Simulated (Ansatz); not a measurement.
# Compressing SrIr2: a fit and a missing row

SrIr2, Fd-3m, a = 7.697 Å. The structure is a COD entry; whether it is the stable form wasn't checked. Ansatz: r2SCAN, PAW, 500 eV, Γ-centred 8×8×8 mesh on 6 atoms, Gaussian smearing 0.10 eV; no spin polarisation. Symmetry fixes shape and atoms, so the cell is only scaled; pressure is positive in compression.

| V (Å³/atom) | P (GPa) |
| --- | --- |
| 16.718 | 27.91 |
| 17.288 | 19.03 |
| 17.858 | 11.57 |
| 18.428 | ? |
| 18.998 | 0.00 |
| 19.568 | -4.45 |
| 20.138 | -8.18 |
| 20.897 | -12.24 |

Task: Take V0 = 18.998 Å³/atom, fit the third-order Birch–Murnaghan form to the other rows, and predict the missing pressure.

Result: With the Eulerian strain f = ½[(V0/V)^(2/3) − 1] and y = P/[3f(1 + 2f)^(5/2)], the form is the line y = B0 + 1.5 B0 (B0′ − 4) f. Rows (f, y): 0.04448, 169.0; 0.03245, 167.0; 0.02106, 165.2; -0.00976, 159.7; -0.01905, 157.7; -0.03077, 155.4. Means f = 0.006402, y = 162.33; Σ(Δf)² = 0.004634, ΣΔfΔy = 0.8356; the slope is their ratio. y = 161.2 + 180.3 f GPa, so B0 = 161.2 GPa and B0′ = 4 + 2 × (180.3)/(3 × 161.2) = 4.75. At V = 18.428, f = 0.01026, y = 163.05 and P = 5.28 GPa. The run gave 5.29 GPa, so the fit is 0.01 GPa too low, within the rms miss on the fitted rows (0.02 GPa).

Spin–orbit coupling is left out, which can shift energies with elements as heavy as these.